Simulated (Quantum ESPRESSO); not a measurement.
# Computed records: MgGa$_{2}$SiP$_{4}$ (made-up cell)

Computed with Quantum ESPRESSO 7.5. Calculation on a made-up crystal cell, not a measurement: periodic Kohn-Sham density functional theory in plane waves with PseudoDojo standard norm-conserving scalar-relativistic pseudopotentials, each functional with its own files (v0.5 for PBE, v0.4.1 for LDA and PBEsol), no spin polarisation, no spin-orbit coupling, atoms not relaxed, stress positive in tension, energies less a fixed whole-eV offset for each atom's element; levels are Kohn-Sham levels at fractions of this cell's reciprocal vectors, counted from the reference band (half the neutral cell's valence electrons, rounded up) at Gamma; error bars cover cutoff and k-mesh only, not smearing or the files; added strain carries the atoms with the cell, and shear is the tensor component; each bar is the largest change over components, and at least 0.002 eV, 0.002 eV per angstrom or 0.02 GPa; energies are for the whole cell, and the offsets were chosen from early runs and are not element reference energies.

MgGa$_{2}$SiP$_{4}$ (made-up cell)

```
CELL_PARAMETERS angstrom
5.65940 0.00610 -0.01580
0.00610 5.61890 0.07830
-0.01580 0.07830 5.63870
ATOMIC_POSITIONS crystal
Ga 0.98948 0.01413 0.00336
Mg 0.99224 0.49939 0.48419
Ga 0.50572 0.98779 0.49824
Si 0.51170 0.49984 0.99774
P 0.24782 0.25019 0.23759
P 0.24343 0.73691 0.73942
P 0.75751 0.24560 0.74456
P 0.75811 0.75842 0.25281
```

* lattice type: zincblende/diamond
* functional: pbe
* cutoff: 1143 eV
* fermi dirac smearing: 0.025 eV
* scf tolerance: 1e-07 eV
* electrons removed: 0
* k mesh: 4 x 4 x 4, shifted by half a step
* stress xx: ?

Atoms:
```csv
atoms element,atom site,atom energy offset (eV)
Ga,1,-2080
Mg,2,-1617
Ga,3,-2080
Si,4,-115
P,5,-189
P,6,-189
P,7,-189
P,8,-189
```

Question: What stress xx does the calculation give for MgGa$_{2}$SiP$_{4}$ (made-up cell)?
Answer: 3.673 GPa

Further results for MgGa$_{2}$SiP$_{4}$ (made-up cell):

- free energy less offsets: -1.175 eV
- smearing term minus ts: 0 eV
- scf iterations: 11
- pressure: -3.171 GPa
- stress yy: 3.042 GPa
- stress zz: 2.798 GPa
- stress yz: 2.311 GPa
- stress xz: -0.6361 GPa
- stress xy: 0.5853 GPa
- error bar energy: 0.007737 eV
- error bar stress: 0.02 GPa
- error bar force: 0.002721 eV/Å
- error bars from: tighter rerun of a related cell

Forces:
```csv
site,x (eV/Å),y (eV/Å),z (eV/Å)
1,0.8358,-0.6435,-0.4003
2,0.7658,-0.5349,0.3252
3,-0.6187,0.3365,0.1584
4,-0.604,-0.0007909,-0.3454
5,1.293,0.07014,-0.2605
6,1.061,0.4638,1.281
7,-1.368,0.3228,0.5714
8,-1.365,-0.01407,-1.33
```
